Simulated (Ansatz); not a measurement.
SrVO3 (cubic perovskite)

```xyz
5
Lattice="3.8407 0.0000 0.0000 0.0000 3.8407 0.0000 0.0000 0.0000 3.8407" Properties=species:S:1:pos:R:3 pbc="T T T"
Sr     0.0000     0.0000     0.0000
V      1.9203     1.9203     1.9203
O      0.0000     1.9203     1.9203
O      1.9203     1.9203     0.0000
O      1.9203     0.0000     1.9203
```

This relaxed cell (volume V₀) is scaled evenly in all directions, its shape held. Symmetry pins the atoms to their sites.

All values below come from r2SCAN (plane waves to 500 eV, PAW, scalar-relativistic; Ansatz, a program for electronic structure). k mesh 12×12×12 (Γ-centred), Fermi-Dirac smearing 0.05 eV. Compression counts positive. The magnetic moment jumps within the scan, so the points may not all belong to one state, and nothing is fitted. Relaxed SrVO3 ends ferromagnetic. SrVO3 is run spin-polarised and with no Hubbard U. SrVO3 was relaxed with its symmetry unable to fall. The magnetic order is the one the run started from; other orders were not tried.

At one point of the scan the stress tensor (GPa) is:

```
   13.6      0.0      0.0
    0.0     13.6      0.0
    0.0      0.0     13.6
```

**Question.** Which point is it?
(A) V/V₀ = 0.900
(B) V/V₀ = 0.980
(C) V/V₀ = 0.960
(D) V/V₀ = 0.940

**Answer.** D, V/V₀ = 0.940

(A scan under strain: stresses follow from slopes of the energy per volume, elastic moduli from its curvatures.)
